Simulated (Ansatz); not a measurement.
**Eigenvalues along a path: Sc2S (CdCl2 type)**

```
S Sc
1.0
     1.78139   -1.02848    5.63748
     0.00000    2.05697    5.63748
    -1.78139   -1.02848    5.63748
S Sc
1 2
Direct
  0.00000 0.00000 0.00000
  0.24582 0.24582 0.24582
  0.75418 0.75418 0.75418
```

The cell comes from a relaxation on PAW files under the same functional, begun from a prototype that needn't be the stable phase.

Level of theory: DFT with PBE, scalar-relativistic, in Ansatz 0.2.0; a Γ-centred 12×12×12 k mesh, Fermi–Dirac smearing of 0.05 eV, no spin polarisation. LAPW: all electrons, basis error target 0.5 meV/atom.

Path points, in fractions of the reciprocal vectors: Γ (0.000, 0.000, 0.000), T (0.500, 0.500, 0.500), H2 (0.811, 0.189, 0.500), H0 (0.500, -0.189, 0.189), L (0.500, 0.000, 0.000), S0 (0.344, -0.344, 0.000), S2 (0.656, 0.000, 0.344), F (0.500, 0.000, 0.500). The distance column jumps between branches of the path. Levels in eV from the Fermi level; bands 13 to 20, counted from the lowest band of the run. The gap is zero, the pressure 0.01 GPa.

```
# k(1/Å) point b13 b14 b15 b16 b17 b18 b19 b20
0.000 Γ -14.81 -5.93 -3.89 -3.89 -2.80 0.56 0.56 0.71
0.080 - -14.81 -5.96 -3.89 -3.89 -2.74 0.57 0.57 0.66
0.159 - -14.80 -6.03 -3.88 -3.88 -2.56 0.53 0.61 0.61
0.239 - -14.79 -6.14 -3.87 -3.87 -2.29 0.34 0.68 0.68
0.318 - -14.78 -6.24 -3.86 -3.86 -1.96 0.11 0.73 0.73
0.398 - -14.77 -6.33 -3.85 -3.85 -1.59 -0.15 0.74 0.74
0.478 - -14.76 -6.39 -3.84 -3.84 -1.23 -0.44 0.73 0.73
0.557 T -14.76 -6.41 -3.84 -3.84 -0.99 -0.65 0.72 0.72
0.714 - -14.73 -6.33 -4.05 -3.87 -1.09 -0.60 0.54 0.80
0.871 - -14.63 -6.12 -4.55 -4.00 -1.26 -0.48 0.16 1.00
1.028 - -14.48 -5.81 -5.14 -4.22 -1.37 -0.36 -0.15 1.03
1.184 - -14.31 -5.65 -5.47 -4.54 -1.37 -0.32 -0.22 1.11
1.341 - -14.16 -5.98 -5.20 -4.91 -1.23 -0.32 -0.09 1.28
1.498 - -14.05 -6.10 -5.29 -5.02 -0.97 -0.33 0.09 1.43
1.655 H2 -13.99 -5.97 -5.66 -4.94 -0.74 -0.34 0.21 1.26
2.050 H0 -13.99 -5.97 -5.66 -4.94 -0.74 -0.34 0.21 1.26
2.145 - -13.99 -5.87 -5.79 -4.93 -0.69 -0.38 0.30 0.96
2.241 - -14.00 -6.06 -5.54 -4.93 -0.70 -0.47 0.40 0.66
2.336 - -14.02 -6.22 -5.24 -4.94 -0.72 -0.64 0.45 0.51
2.431 - -14.04 -6.35 -4.96 -4.93 -0.86 -0.73 0.31 0.64
2.526 - -14.06 -6.44 -4.98 -4.65 -1.07 -0.73 0.22 0.79
2.621 - -14.07 -6.50 -5.00 -4.44 -1.23 -0.73 0.16 0.99
2.716 L -14.08 -6.52 -5.01 -4.36 -1.28 -0.73 0.13 1.15
2.864 - -14.12 -6.43 -5.05 -4.34 -1.37 -0.75 0.24 1.16
3.012 - -14.23 -6.14 -5.16 -4.28 -1.60 -0.66 0.40 1.20
3.160 - -14.38 -5.71 -5.34 -4.19 -1.87 -0.43 0.50 1.18
3.308 - -14.54 -5.57 -5.16 -4.08 -2.12 -0.12 0.63 0.98
3.456 - -14.68 -5.75 -4.61 -3.98 -2.39 0.21 0.76 0.84
3.603 - -14.78 -5.88 -4.12 -3.92 -2.66 0.47 0.61 0.79
3.751 Γ -14.81 -5.93 -3.89 -3.89 -2.80 0.56 0.56 0.71
3.925 - -14.76 -5.86 -4.21 -3.93 -2.61 0.45 0.61 0.83
4.098 - -14.63 -5.67 -4.82 -4.05 -2.28 0.17 0.66 0.91
4.272 - -14.45 -5.44 -5.42 -4.29 -1.91 -0.08 0.49 0.83
4.446 - -14.25 -5.90 -5.19 -4.63 -1.53 -0.11 0.17 0.73
4.619 - -14.10 -6.12 -5.11 -4.96 -1.14 -0.13 0.13 0.54
4.793 - -14.01 -6.06 -5.50 -4.93 -0.79 -0.33 0.35 0.60
4.966 S0 -13.99 -5.91 -5.74 -4.93 -0.72 -0.36 0.26 1.14
5.344 S2 -13.99 -5.91 -5.74 -4.93 -0.72 -0.36 0.26 1.14
5.422 - -14.00 -6.08 -5.53 -4.95 -0.77 -0.40 0.26 1.33
5.501 - -14.01 -6.23 -5.29 -4.97 -0.86 -0.49 0.29 1.47
5.579 - -14.03 -6.36 -5.03 -4.99 -0.97 -0.61 0.33 1.56
5.657 - -14.05 -6.46 -5.02 -4.79 -1.10 -0.72 0.39 1.64
5.736 - -14.06 -6.54 -5.04 -4.58 -1.24 -0.80 0.45 1.73
5.814 - -14.07 -6.58 -5.05 -4.43 -1.35 -0.85 0.49 1.83
5.893 F -14.08 -6.60 -5.06 -4.38 -1.39 -0.86 0.50 1.90
```
